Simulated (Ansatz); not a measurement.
Input:

VSi:
```cif
data_Si2V2
_chemical_formula_sum 'V2 Si2'
_space_group_name_H-M_alt 'P 1'
_space_group_IT_number 1
_cell_length_a 4.18615
_cell_length_b 4.18615
_cell_length_c 4.18615
_cell_angle_alpha 60.000
_cell_angle_beta 60.000
_cell_angle_gamma 60.000
loop_
_space_group_symop_operation_xyz
  'x, y, z'
loop_
_atom_site_label
_atom_site_type_symbol
_atom_site_fract_x
_atom_site_fract_y
_atom_site_fract_z
_atom_site_occupancy
V1 V 0.00000 0.00000 0.00000 1
Si1 Si 0.25000 0.25000 0.25000 1
V2 V 0.50000 0.50000 0.50000 1
Si2 Si 0.75000 0.75000 0.75000 1
```
The run is spin-polarised; directions of the spins, atom by atom: ↑ 0 ↓ 0.

This is the PBEsol-relaxed structure.

Q: All from PBEsol (plane waves, PAW; program Ansatz), unless another level is named. Predict the electronic character.

A: metallic (no gap).

Q: Give the density of states at the Fermi level.

A: 0.55 states/eV per atom (mean over ±0.08 eV).

Q: Give the formation energy from the elements (no fitted shifts).

A: -0.21 eV/atom.

Space group Pm-3m (CsCl type). A made-up cell: these elements were put on the sites of a structure type; neither database checked (COD, Materials Project) lists it. Its standing as an ambient phase is unchecked. The cell was relaxed with PBEsol under the symmetry of its start, as lowered by the spin order. At this level the phase is mechanically unstable. Magnetic state: antiferromagnetic, chosen from 3 collinear starts compared on coarse meshes (ties went to the first, and starts can fall back to one state), not a proven ground state. The references are the lowest solids computed at this level, not always the standard phases.

Potentials: the earlier of the program's two PAW sets. The files were generated under PBE; for other functionals the program regenerates the frozen cores, and for LDA and PBEsol the local potential too.
